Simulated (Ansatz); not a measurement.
Data:

ScCl:
```xyz
4
Lattice="1.7559 1.0138 8.8210 -1.7559 1.0138 8.8210 0.0000 -2.0276 8.8210" Properties=species:S:1:pos:R:3 pbc="T T T"
Cl     0.0000     0.0000    10.3807
Cl     0.0000     0.0000    16.0823
Sc     0.0000     0.0000     5.6834
Sc     0.0000     0.0000    20.7796
```

This is the r²SCAN+D4-relaxed structure.

All from the program Ansatz at the r²SCAN+D4 level (PAW), unless another level is named. Give the electronic character.

metallic (no gap).

Give the density of states at the Fermi level.

2.2 states/eV per atom (mean over ±0.08 eV).

What about the formation energy from the elements (no fitted shifts)?

-154 kJ/mol of atoms.

Space group R-3m. The workflow started from an entry of the Crystallography Open Database (COD). Whether it is the stable phase at ambient conditions was not checked. The r²SCAN+D4 relaxation kept the symmetry of its start; whether a distortion lowers the energy is not shown. The run is not spin-polarised. The references are the lowest solids computed at this level, not always the standard phases (solids in place of the gases).

Potentials: the later of the program's two PAW sets.
